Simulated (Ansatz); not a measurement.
# Phase order of Rb along its cold isotherm

All-electron LAPW in Ansatz 0.2.0 under LDA, scalar-relativistic, energies extrapolated to zero smearing. Each structure type was compressed from its own relaxed volume, symmetry kept and shape relaxed on PAW files, and E(V) was fitted to energies and pressures; H = E + pV has no temperature or zero-point term. Only these types were tried: sc (Pm-3m, 10×10×10 mesh, 83.71 Å³/atom at rest); bcc (Im-3m, 11×11×11 mesh, 77.51 Å³/atom at rest); hcp (P6_3/mmc, 9×9×5 mesh, 78.07 Å³/atom at rest); diamond (Fd-3m, 7×7×7 mesh, 118.43 Å³/atom at rest). Spin polarisation is left out. Spin–orbit coupling is left out; Fermi–Dirac smearing is 0.05 to 0.1 eV. Enthalpies carry a few meV/atom of noise from meshes and fits.

(1) Which type is lowest at zero pressure, and what follows up to 4.3 GPa?

Answers

(1) The lowest types lie within 5 meV/atom of each other over much of the range, too close to call on these meshes: bcc and hcp compete. Enthalpies against hcp:

```json
{"p (GPa)": "0", "sc (meV/atom)": "100", "bcc (meV/atom)": "1", "hcp (meV/atom)": "0", "diamond (meV/atom)": "281"}
{"p (GPa)": "0.13", "sc (meV/atom)": "105", "bcc (meV/atom)": "0", "hcp (meV/atom)": "0", "diamond (meV/atom)": "312"}
{"p (GPa)": "0.35", "sc (meV/atom)": "112", "bcc (meV/atom)": "0", "hcp (meV/atom)": "0", "diamond (meV/atom)": "353"}
{"p (GPa)": "0.65", "sc (meV/atom)": "120", "bcc (meV/atom)": "0", "hcp (meV/atom)": "0", "diamond (meV/atom)": "396"}
{"p (GPa)": "1.3", "sc (meV/atom)": "134", "bcc (meV/atom)": "0", "hcp (meV/atom)": "0", "diamond (meV/atom)": "455"}
{"p (GPa)": "2.2", "sc (meV/atom)": "150", "bcc (meV/atom)": "-1", "hcp (meV/atom)": "0", "diamond (meV/atom)": "497"}
{"p (GPa)": "3.3", "sc (meV/atom)": "160", "bcc (meV/atom)": "-1", "hcp (meV/atom)": "0", "diamond (meV/atom)": "518"}
{"p (GPa)": "4.1", "sc (meV/atom)": "162", "bcc (meV/atom)": "-1", "hcp (meV/atom)": "0", "diamond (meV/atom)": "523"}
```
